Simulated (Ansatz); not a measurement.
## Computed energy over volume and axial ratio: ZrS2 (CdI2 type)

ZrS2 (CdI2 type)

```yaml
crystal:
  lattice:
    - [3.57813, 0.00000, 0.00000]
    - [-1.78907, 3.09875, 0.00000]
    - [0.00000, 0.00000, 5.54076]
  atoms:
    - { symbol: Zr, position: [0.00000, 0.00000, 0.00000] }
    - { symbol: S, position: [0.33333, 0.66667, 0.26469] }
    - { symbol: S, position: [0.66667, 0.33333, 0.73531] }
```

Grid over V/V₀ and (c/a)/(c/a)₀, subscript 0 meaning the relaxed cell; the conventional c axis lies along z; no internal relaxation.

Level of theory: PBEsol-D3(BJ) (plane waves to 420 eV, PAW, scalar-relativistic; Ansatz, a program for electronic structure). k mesh 11×11×6 (Γ-centred), Fermi-Dirac smearing 0.05 eV. The energy includes the smearing's −TS. Stress and pressure are positive under compression. As the atoms are clamped, bonds stretch with the cell, which overstates energies and stresses. ZrS2 is run without spin polarisation. ZrS2 was relaxed with its symmetry unable to fall. ΔE is measured from the relaxed starting cell.

ΔE (meV/atom), with V/V₀ across and (c/a)/(c/a)₀ down:

```
(c/a)/(c/a)₀ \ V/V₀  0.920  0.947  0.973  1.000  1.027  1.053  1.080
-------------------  -----  -----  -----  -----  -----  -----  -----
0.960                 55.6   26.8   10.9    6.5   12.0   26.2   47.9
0.973                 52.9   23.7    7.6    2.9    8.1   22.1   43.6
0.987                 51.5   22.1    5.7    0.7    5.7   19.4   40.8
1.000                 51.6   21.9    5.2    0.0    4.8   18.3   39.5
1.013                 53.1   23.1    6.2    0.7    5.3   18.6   39.6
1.027                 55.9   25.6    8.5    2.8    7.2   20.3   41.1
1.040                 60.0   29.6   12.2    6.3   10.5   23.5   44.1
```

σzz (GPa), with V/V₀ across and (c/a)/(c/a)₀ down:

```tsv
(c/a)/(c/a)₀ \ V/V₀	0.920	0.947	0.973	1.000	1.027	1.053	1.080
0.960	12.7	8.7	5.3	2.2	-0.4	-2.7	-4.8
0.973	11.9	8.0	4.5	1.5	-1.1	-3.4	-5.5
0.987	11.1	7.2	3.8	0.8	-1.9	-4.2	-6.2
1.000	10.3	6.4	3.0	0.0	-2.6	-4.9	-6.9
1.013	9.5	5.6	2.2	-0.8	-3.4	-5.7	-7.6
1.027	8.7	4.8	1.4	-1.6	-4.2	-6.4	-8.4
1.040	7.8	4.0	0.6	-2.4	-5.0	-7.2	-9.2
```

Key numbers:

```
Quantity                                                                                                                            Result
--------------------------------------------------------------------------------------  --------------------------------------------------
Modulus against c/a change at fixed volume, (3/4V)·∂²E/∂(ln c/a)² (fit, atoms clamped)     47 GPa, an upper bound as the atoms could relax
Lowest place on the grid                                                                 V/V₀ = 1.000, (c/a)/(c/a)₀ = 1.000 (0.0 meV/atom)
Highest place on the grid                                                               V/V₀ = 0.920, (c/a)/(c/a)₀ = 1.040 (60.0 meV/atom)
```

(A scan under strain: stresses follow from slopes of the energy per volume, elastic moduli from its curvatures.)
